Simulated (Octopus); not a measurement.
MgSe (Fm-3m, No. 225), cubic lattice constant 5.467 Å. The cell is a database entry, not relaxed again.

Method: LDA in Octopus 16.4; grid spacing about 0.15 Å, Γ-centred 6×6×6 k-mesh, Fermi-Dirac smearing of 0.01 eV, no spin polarisation; PseudoDojo 0.4 LDA potentials. Spin-orbit coupling is left out. The cell is scaled uniformly. Energies of the lowest empty band count from each cell's highest valence level among the special points, at Γ; they are Kohn-Sham values at fixed points of the zone.

```
a (Å)  ln(V/V₀)  Γ (eV)  X (eV)  L (eV)
-----  --------  ------  ------  ------
5.221   -0.1381   3.321   1.865   3.852
5.276   -0.1069   3.078   1.815   3.814
5.331   -0.0760   2.848   1.765   3.776
5.385   -0.0453   2.630   1.716   3.738
5.440   -0.0150       ?       ?       ?
5.467    0.0000   2.325   1.642   3.681
5.522    0.0299   2.136   1.594   3.642
```

V₀ is the volume of the database cell.

Fit each column by a quadratic in ln V through the rows shown. Give the volume deformation potentials dE/d ln V at the withheld row, and predict that row.

Fits: Γ: 2.325 −6.48 x +5.3 x²; X: 1.642 −1.62 x −0.1 x²; L: 3.680 −1.28 x −0.3 x², with x = ln(V/V₀). At x = -0.0150 the slopes are −6.6 eV (Γ), −1.6 eV (X), −1.3 eV (L). Predicted against computed: 2.424 against 2.424 eV, 1.667 against 1.667 eV, 3.700 against 3.700 eV.

The lowest of these levels is that at X in all rows.
